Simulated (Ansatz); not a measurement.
NaCl:
```
CELL_PARAMETERS angstrom
      3.46065     0.00000     0.00000
      0.00000     3.46065     0.00000
      0.00000     0.00000     3.46065
ATOMIC_POSITIONS crystal
  Na 0.00000 0.00000 0.00000
  Cl 0.50000 0.50000 0.50000
```

Relaxed with r²SCAN.

### Question
Map the valence electron density (e/Å³), cut off at 1 on the plane through (0.000, 0.000, 0.000) spanned by u = [1, 0, 0] and v = [0, 1, 1] in lattice vectors, from plane-wave PAW r²SCAN (Ansatz code).

### Answer
x is the fraction of u, y of v (the angle between them is 90°; rows are the nearest grid lines); atoms in the plane: Na at (0.00, 0.00), Cl at (0.50, 0.50).
```
y \ x   0.000  0.118  0.176  0.294  0.353  0.471  0.529  0.647  0.706  0.824  0.882   1.00
------  -----  -----  -----  -----  -----  -----  -----  -----  -----  -----  -----  -----
1.00     1.00   1.00   1.00  0.075  0.028  0.016  0.016  0.028  0.075   1.00   1.00   1.00
0.917    1.00   1.00  0.571  0.052  0.028  0.023  0.023  0.028  0.052  0.571   1.00   1.00
0.833   0.293  0.161  0.086  0.048  0.052  0.062  0.062  0.052  0.048  0.086  0.161  0.293
0.750   0.038  0.047  0.064  0.130  0.177  0.246  0.246  0.177  0.130  0.064  0.047  0.038
0.708   0.035  0.059  0.093  0.237  0.341  0.511  0.511  0.341  0.237  0.093  0.059  0.035
0.625   0.052  0.110  0.206  0.691   1.00   1.00   1.00   1.00  0.691  0.206  0.110  0.052
0.542   0.067  0.162  0.333   1.00   1.00  0.559  0.559   1.00   1.00  0.333  0.162  0.067
0.458   0.067  0.162  0.333   1.00   1.00  0.559  0.559   1.00   1.00  0.333  0.162  0.067
0.375   0.052  0.110  0.206  0.691   1.00   1.00   1.00   1.00  0.691  0.206  0.110  0.052
0.292   0.035  0.059  0.093  0.237  0.341  0.511  0.511  0.341  0.237  0.093  0.059  0.035
0.250   0.038  0.047  0.064  0.130  0.177  0.246  0.246  0.177  0.130  0.064  0.047  0.038
0.167   0.293  0.161  0.086  0.048  0.052  0.062  0.062  0.052  0.048  0.086  0.161  0.293
0.0833   1.00   1.00  0.571  0.052  0.028  0.023  0.023  0.028  0.052  0.571   1.00   1.00
0.000    1.00   1.00   1.00  0.075  0.028  0.016  0.016  0.028  0.075   1.00   1.00   1.00
```

The density is the valence pseudo-density with augmentation charge, so density and ELF within about 1 Å of a nucleus are not all-electron values.

Space group Pm-3m (CsCl type). This is a known high-pressure phase of the composition, computed here at zero pressure and temperature. Symmetry was held in the r²SCAN relaxation. At this level the phase is dynamically unstable (imaginary phonons).

Potentials: the later of the program's two PAW sets.
